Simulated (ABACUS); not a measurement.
Set-up for a self-consistent single point of SiC (P6_3mc, 16 atoms in the cell; from Materials Project mp-567505, lattice scaled a little).

```
SiC
1.0
    3.06795     0.00000     0.00000
   -1.53397     2.65692     0.00000
    0.00000     0.00000    20.06525
Si C
8 8
Direct
  0.33333   0.66667   0.87520
  0.66667   0.33333   0.37520
  0.33333   0.66667   0.62499
  0.66667   0.33333   0.12499
  0.00000   0.00000   0.00009
  0.00000   0.00000   0.50009
  0.66667   0.33333   0.75010
  0.33333   0.66667   0.25010
  0.33333   0.66667   0.34413
  0.66667   0.33333   0.84413
  0.66667   0.33333   0.21872
  0.33333   0.66667   0.71872
  0.00000   0.00000   0.59385
  0.00000   0.00000   0.09385
  0.33333   0.66667   0.96893
  0.66667   0.33333   0.46893
```

All values come from this method and carry its errors: PBE, numerical atomic orbitals TZP (confined pseudo-atomic orbitals with Gaussian additions; energy shift 0.003 Ry), PseudoDojo 0.5 standard norm-conserving PBE (tails mended) pseudopotentials in ABACUS.

ABACUS settings:

basis: TZP numerical atomic orbitals, energy shift 0.003 Ry
KPT: Gamma 6 6 1 0 0 0
basis_type: lcao
ecutwfc: 100 Ry
smearing_method: fixed
potentials: PseudoDojo 0.5 standard norm-conserving PBE (tails mended)
symmetry: 1
symmetry_prec: 1e-05
ks_solver: scalapack_gvx
scf_nmax: 100
scf_thr: 1.0e-07
mixing_type: broyden
mixing_beta: 0.4

Results:

Number of valence electrons: 64
Number of bands: 42
Number of k-points after the program's reduction: 7
Size of the basis: 272
Number of SCF iterations: 12
Free energy E − TS: -2233.5660 eV
Top of the valence band (on the code's own zero): 9.72 eV
Gap on the k-point mesh: 1.76 eV
Pressure: 9.09 GPa

Stress (GPa, positive for compression):
```
9.18  0.00  0.00
0.00  9.18  0.00
0.00  0.00  8.92
```

The gap is read on the k-point mesh of the run and can differ from the gap over the whole zone at this level.

The atom-centred basis is finite, which shifts total energies, pressures and gaps against plane waves. The structure comes from a collection of computed structures, made at another level of theory; the collection holds predicted forms beside known ones. Its lattice was then scaled.

Cost on one core: around 3 core-minutes (rough).

The atomic orbitals were generated for these runs; they are not ABACUS's published sets and were checked against plane waves on a few crystals only.

“Tails mended”: in these copies of the files the far tail of each local potential was reset to the Coulomb form.
